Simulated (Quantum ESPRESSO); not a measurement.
# ZnMg7S8: a curve over strain

Computed values, not a measurement. The program is pw.x of Quantum ESPRESSO 7.5 (plane-wave density functional theory). The cell is made up: 16 atoms on a doubled zincblende/diamond lattice, with randomly drawn elements, strain and displacements, not relaxed. PseudoDojo standard norm-conserving files (v0.5 for PBE, v0.4.1 for LDA and PBEsol) set the functional; there is no spin polarisation, spin-orbit coupling or dispersion term, and the masses in the input are unused placeholders.

Seven runs add a strain to one cell (the same linear strain along x, y and z); the atoms follow the cell and are not relaxed. Stress in the table is positive in tension.

Input of the run at +0.0040:

```
&control calculation='scf', pseudo_dir='./dojo.nc.sr.pbe.v0_5.standard.upf', outdir='./o', disk_io='low', tprnfor=.true., tstress=.true. /
&system ibrav=0, nat=16, ntyp=3, nbnd=75, ecutwfc=84.00895049, nosym=.true., tot_charge=0,
 occupations='smearing', smearing='fd', degauss=0.0018374661
/
&electrons conv_thr=7.350e-09, electron_maxstep=60, /
ATOMIC_SPECIES
Mg 1.0 Mg.upf
S 1.0 S.upf
Zn 1.0 Zn.upf
CELL_PARAMETERS angstrom
5.7587 0.082 -0.0677
0.082 5.7141 -0.0588
-0.1353 -0.1177 11.7326
ATOMIC_POSITIONS angstrom
Zn -0.0469 0.0285 -0.0057
Mg -0.0203 2.8285 2.8738
Mg 2.8543 0.0147 2.9163
Mg 2.9173 2.9044 -0.0916
Mg -0.069 -0.0946 5.8692
Mg -0.1486 2.7669 8.7627
Mg 2.7861 -0.066 8.788
Mg 2.8478 2.8392 5.8239
S 1.3312 1.4191 1.423
S 1.5116 4.2245 4.3711
S 4.3002 1.4212 4.3456
S 4.3387 4.2899 1.456
S 1.3603 1.4252 7.3729
S 1.3551 4.157 10.2126
S 4.2278 1.3828 10.2209
S 4.2826 4.2155 7.2598
K_POINTS automatic
4 4 2 1 1 1
```

```
added strain  free energy less that of the input shown (eV)  stress xx (GPa)  stress yy (GPa)  stress zz (GPa)  stress xy (GPa)  pressure (GPa)  next band up at Gamma (eV)  iterations
     -0.0241                                        -0.0763            -2.21            -2.29            -1.72             2.27            2.07                       3.124          11
     -0.0173                                        -0.1437            -0.93            -1.03            -0.42             2.09            0.79                       3.033          11
     -0.0087                                        -0.1470             0.54             0.42             1.06             1.88           -0.67                       2.919          11
     -0.0062                                        -0.1316             0.93             0.81             1.46             1.82           -1.06                       2.886          11
     +0.0040                                         0.0000             2.40             2.27             2.95             1.59           -2.54                       2.754          11
     +0.0138                                         0.2254             3.64             3.48             4.19             1.40           -3.77                       2.630          11
     +0.0177                                         0.3396             4.08             3.92             4.64             1.32           -4.21                       2.581          11
```

A cubic fit gives a slope of stress xx against the added strain of 142 GPa at zero added strain, with the atoms clamped. Across the table the free energy follows the integral of the stress to within 3.6 meV. A rerun of one of the cells at a cutoff of 1437 eV and k mesh 6 x 6 x 4 moved values by no more than 0.004 eV in energy, 0.02 GPa in stress and 0.018 eV/Å in force. The band column is the level of band 70 at Gamma less that of band 69, whose number is half the electron count, rounded up; it comes from a band step after each run.